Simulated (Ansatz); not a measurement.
Magnetic order of Mn₂Hg₅ at several levels

```
Mn Hg
1.0
     9.75770    0.00000    0.00000
     0.00000    9.75770    0.00000
     0.00000    0.00000    2.99800
Mn Hg
4 10
Cartesian
  1.7564 6.6352 1.4990
  3.1225 1.7564 1.4990
  8.0013 3.1225 1.4990
  6.6352 8.0013 1.4990
  0.6147 1.9906 0.0000
  7.7671 0.6147 0.0000
  9.1430 7.7671 0.0000
  1.9906 9.1430 0.0000
  5.4936 2.8883 0.0000
  2.8883 4.2641 0.0000
  4.2641 6.8694 0.0000
  6.8694 5.4936 0.0000
  0.0000 4.8788 0.0000
  4.8788 0.0000 0.0000
```

The same starts (parallel, antiparallel patterns that fit this cell, and no moments) were run with plane-wave PAW DFT (Ansatz 0.2.0; atoms fixed, collinear spin, no spin-orbit coupling; 3×3×10 Γ-centred mesh, fermi-dirac occupations of width 0.050 eV) at these levels: PBE, 420 eV; r2SCAN, 500 eV.

Question: How do order, exchange and moments depend on the level?

Answer: The runs give, at zero smearing:

| level | lowest state | mean moment on Mn (μB) | parallel less best compensated antiparallel (meV per Mn) | gain over no moments (meV per Mn) |
| --- | --- | --- | --- | --- |
| PBE | antiparallel, compensated | 3.84 | +75 | 1268 |
| r2SCAN | antiparallel, compensated | 4.20 | +57 | 2395 |

Site moments are taken in small spheres that don't touch (radius about 0.4 of the atom's shortest bond), so those of the magnetic atoms read low. Both levels favour antiparallel moments: the difference runs from +57 to +75 meV per Mn. The moment grows from 3.84 μB under PBE to 4.20 μB under r2SCAN.

The cell is that of a Crystallography Open Database entry, unchanged.

Caveats: only orders that fit this cell were tried, so the true order may need a larger cell or canted moments; atoms and cell are held at the entry's values; differences under about 5 meV per magnetic atom weren't tested against a denser mesh or another U, and are taken as unresolved; r2SCAN overestimates the moments and magnetic energies of itinerant metals; the state without moments isn't the paramagnet, so the last column is no ordering energy, and a U inflates it; the nearest magnetic pairs stand parallel in every state found, so their coupling isn't measured.
